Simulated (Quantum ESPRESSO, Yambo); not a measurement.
# CdClOH monolayer at +1.5 % biaxial strain: DFT and GW levels

```xyz
4
Lattice="3.7007 0.0000 0.0000 -1.8503 3.2049 0.0000 0.0000 0.0000 16.5000" Properties=species:S:1:pos:R:3 pbc="T T T"
H      0.0000     0.0000     1.7271
O      0.0000     0.0000     0.7583
Cl     0.0000     2.1366    -1.7271
Cd     1.8503     1.0683    -0.2495
```

The PBEsol cell relaxed from Materials Project entry mp-644222 was given a biaxial strain of +1.5 % in the plane, and the atoms were relaxed again, with the Coulomb interaction truncated along z.

Starting point: norm-conserving PBEsol (Quantum ESPRESSO, 102 Ry, scalar-relativistic). G0W0 in Yambo: 6×6×1 Γ-centred k mesh, bands 5 to 100 and a 6 Ry block in the screening, 100 bands in G with the Bruneval-Gonze terminator, plasmon pole fitted at 27.2 eV, slab-truncated Coulomb interaction, stochastic integration of W near q = 0.

| Item | Result |
|---|---|
| PBEsol gap along the band path | 2.56 eV |
| PBEsol gap between the mesh's edge points (Γ → Γ) | 2.56 eV |
| G0W0 gap between the same points | 5.32 eV |

```tsv
k point	band	E PBEsol (eV)	E QP (eV)	shift (eV)	Z
Γ	VB	0.00	-1.65	-1.65	0.81
Γ	CB	2.56	3.67	1.11	0.87
M	VB	-0.12	-1.72	-1.60	0.81
M	CB	5.15	7.02	1.87	0.85
K	VB	-0.24	-1.88	-1.64	0.80
K	CB	5.89	8.07	2.18	0.83
```

Energies count from the PBEsol valence-band maximum.

Convergence of the G0W0 settings was not tested.

Spin-orbit splittings are left out.

This is a model layer cut from the bulk structure; whether it is stable on its own was not checked.
